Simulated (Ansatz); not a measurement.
# NaScTe$_{2}$: computed properties

Theory: Ansatz 0.2.0, DFT PBE, scalar-relativistic, plane waves, PAW.

Settings: cutoff 420 eV, Γ-centred mesh 10×10×6 on the computed 4-atom cell, Gaussian smearing of 0.10 eV; no spin polarisation.

The structure is relaxed at this level of theory with its symmetry kept, and needn't be the ground state of this composition.

```xyz
4
Lattice="4.7203 0.0000 0.0000 0.0000 4.7203 0.0000 0.0000 0.0000 10.0875" Properties=species:S:1:pos:R:3 pbc="T T T"
Na    0.0000    0.0000    0.0000
Sc    2.3601    2.3601    0.0000
Te    2.3601    2.3601    2.6065
Te    2.3601    2.3601    7.4810
```

| Item | Value |
| --- | --- |
| Space group | P4/mmm (No. 123) |
| Volume per atom | 56.19 Å³ |
| Formation energy from the elements' standard states (uncorrected) | +0.215 eV/atom |
| Kohn–Sham band gap | none (metal) |
| Density of states at the Fermi level | 2.9 states/eV per cell |
| Orbital (Löwdin) character within 0.5 eV of the Fermi level | Te 5p 70 %, Sc 3d 21 % |
| Bader charge by site (e) | Na (1 in the cell) 0.73, Sc (1 in the cell) 1.00, Te (2 in the cell) -0.86 |

Spin-orbit coupling is left out, which matters for the bands of heavy elements. The cell holds layers, chains or molecules and no dispersion correction was added, so their binding is poorly described.

The cell was found from a structure generator's guess, not taken from experiment. Löwdin shares on free-atom orbitals overweight diffuse shells.
